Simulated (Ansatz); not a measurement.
## Does relaxation matter for the field gradients of Bi₂Te₂Pb₆S₇?

Start: an entry of the Crystallography Open Database (COD; perhaps a calculated or model structure).

Space group R-3m:H (No. 166); a = 4.2417, c = 92.2762 Å, γ = 120.00°.

| site | Wyckoff | site symmetry | x | y | z |
| --- | --- | --- | --- | --- | --- |
| Bi | 6c | 3m | 0.0000 | 0.0000 | 0.0359 |
| Te | 6c | 3m | 0.0000 | 0.0000 | 0.6832 |
| Pb5 | 6c | 3m | 0.0000 | 0.0000 | 0.7402 |
| Pb7 | 6c | 3m | 0.0000 | 0.0000 | 0.4442 |
| Pb9 | 6c | 3m | 0.0000 | 0.0000 | 0.1481 |
| S11 | 6c | 3m | 0.0000 | 0.0000 | 0.3884 |
| S13 | 6c | 3m | 0.0000 | 0.0000 | 0.0922 |
| S15 | 6c | 3m | 0.0000 | 0.0000 | 0.7962 |
| S17 | 3b | -3m | 0.0000 | 0.0000 | 0.5000 |

One atom of each set is listed; the run and its k-mesh use a cell of 17 atoms with edges of 30.86, 30.86, 30.86 Å.

The numbers come from a DFT calculation in Ansatz (PBE, plane waves and PAW, scalar-relativistic, 420 eV cutoff, Γ-centred 8×8×8 k-points, Fermi–Dirac smearing 0.02 eV).

The largest force at the start is 0.055 eV/Å. Relaxing the ions at fixed cell moves them by 0.013 Å at most (atom 1, Bi) and 0.007 Å rms.

```tsv
site	moved (Å)	first shell before	first shell after	V_zz before (10²¹ V/m²)	η before
Bi	0.013	3 S at 3.02 Å, 3 Te at 3.04 Å	3 S at 3.02 Å, 3 Te at 3.04 Å	-0.45	0.00
Te	0.006	3 Bi at 3.04 Å	3 Bi at 3.04 Å	1.33	0.00
Pb5	0.006	6 S at 2.99 Å	6 S at 2.98–2.99 Å	0.31	0.00
Pb7	0.001	6 S at 2.99 Å	6 S at 2.99 Å	0.17	0.00
Pb9	0.003	6 S at 2.99 Å	6 S at 2.99 Å	0.21	0.00
S11	0.009	3 Pb at 2.99 Å, 3 Bi at 3.02 Å	3 Pb at 2.98 Å, 3 Bi at 3.02 Å	0.36	0.00
S13	0.004	6 Pb at 2.99 Å	6 Pb at 2.99 Å	-0.079	0.00
S15	0.003	6 Pb at 2.99 Å	6 Pb at 2.99 Å	-0.15	0.00
S17	0.000	6 Pb at 2.99 Å	6 Pb at 2.99 Å	-0.21	0.00
```

Task: What are V_zz and η after the relaxation?

Result: 

| site | V_zz after | η after | change of V_zz |
| --- | --- | --- | --- |
| Bi | -0.51 | 0.00 | -0.06 |
| Te | 1.61 | 0.00 | +0.28 |
| Pb5 | 0.35 | 0.00 | +0.04 |
| Pb7 | 0.23 | 0.00 | +0.06 |
| Pb9 | 0.19 | 0.00 | -0.02 |
| S11 | 0.31 | 0.00 | -0.05 |
| S13 | -0.13 | 0.00 | -0.05 |
| S15 | -0.16 | 0.00 | -0.01 |
| S17 | -0.16 | 0.00 | +0.05 |

The largest change of V_zz is on Te, from 1.33 to 1.61. In per cent, |V_zz| changes by +22 on Te (all sites that start above 0.5).

Spin–orbit coupling is left out, which shifts gradients on Bi and Pb by a few per cent in wide-gap crystals, and can shift them far more where the calculated gap is small or absent, as here. With a gap of 0.4 eV on this mesh, small gradients can still move by 0.1 × 10²¹ V/m² or more as the k-mesh gets denser.
